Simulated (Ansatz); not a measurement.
**Structure search: one MnRuC4N4 candidate**

The calculation used DFT PBE, scalar-relativistic, plane waves, PAW in Ansatz. Cutoff 420 eV, Gaussian smearing, Γ-centred meshes. Cell and atoms relax first on a coarse mesh and then on a finer one. In between, the cell is made exact in the group found at 0.06 Å. In metals the finer mesh still leaves noise of several meV/atom or more. The steps can't lower the symmetry of their start. Collinear spin, starting moments Mn 4.0; Ru 1.0 μB.

Recipe of this trial structure of MnRuC4N4: two interpenetrating cyanide-bridged diamond nets (P-43m, No. 215). The dimensions are guesses.

```
CELL_PARAMETERS angstrom
5.88435 0.00000 0.00000
0.00000 5.88435 0.00000
0.00000 0.00000 5.88435
ATOMIC_POSITIONS crystal
Mn 0.50000 0.50000 0.50000
Ru 0.00000 0.00000 0.00000
C 0.18603 0.18603 0.18603
C 0.18603 0.81397 0.81397
C 0.81397 0.18603 0.81397
C 0.81397 0.81397 0.18603
N 0.30082 0.30082 0.30082
N 0.30082 0.69918 0.69918
N 0.69918 0.30082 0.69918
N 0.69918 0.69918 0.30082
```

The zero of energy is the elements' standard structures at the same level (N₂ as a molecule); no fitted shifts are applied.

Question: What does it relax into?

Answer: The symmetry stays P-43m (No. 215). The volume per atom stays near 20.3 Å³. The shortest distance goes from 1.17 Å (C–N) to 1.18 Å (C–N). Conventional cell: a = 5.875 Å. Mn is surrounded by 4 N at 1.96 Å; around Ru lie 4 C at 1.94 Å; around C lie 1 N at 1.18 Å and 1 Ru at 1.94 Å; around N lie 1 C at 1.18 Å and 1 Mn at 1.96 Å.

```cif
data_structure
_symmetry_space_group_name_H-M 'P-43m'
_symmetry_Int_Tables_number 215
_cell_length_a 5.8754
_cell_length_b 5.8754
_cell_length_c 5.8754
_cell_angle_alpha 90.000
_cell_angle_beta 90.000
_cell_angle_gamma 90.000
_cell_volume 202.83
loop_
_atom_site_label
_atom_site_type_symbol
_atom_site_symmetry_multiplicity
_atom_site_Wyckoff_symbol
_atom_site_fract_x
_atom_site_fract_y
_atom_site_fract_z
_atom_site_occupancy
Mn1 Mn 1 b 0.50000 0.50000 0.50000 1
Ru1 Ru 1 a 0.00000 0.00000 0.00000 1
C1 C 4 e 0.19072 0.19072 0.19072 1
N1 N 4 e 0.30705 0.30705 0.30705 1
```

Question: Give its energy and gap.

Answer: The formation energy is +0.46 eV/atom and the gap on the 6×6×6 mesh of the 10-atom cell is 0 eV (a metal). The net moment per atom is 0.30 μB and the moment by site is Mn 3.4; Ru -0.4 μB.

It can't be a ground state, since the elements alone are lower.

The last run used collinear spin and Gaussian smearing of 0.10 eV. The reference form of C is held partly by dispersion forces, which this level lacks. The magnetic state reached may not be the lowest. Symmetry constrained the relaxation, so the result can be a saddle point. In all, the 3 runs took 10 min on 1 thread of Intel(R) Xeon(R) Processor @ 2.50GHz (Skylake/Cascade Lake), on a shared host. Site moments count only spheres around the atoms; the net moment includes the space between them.
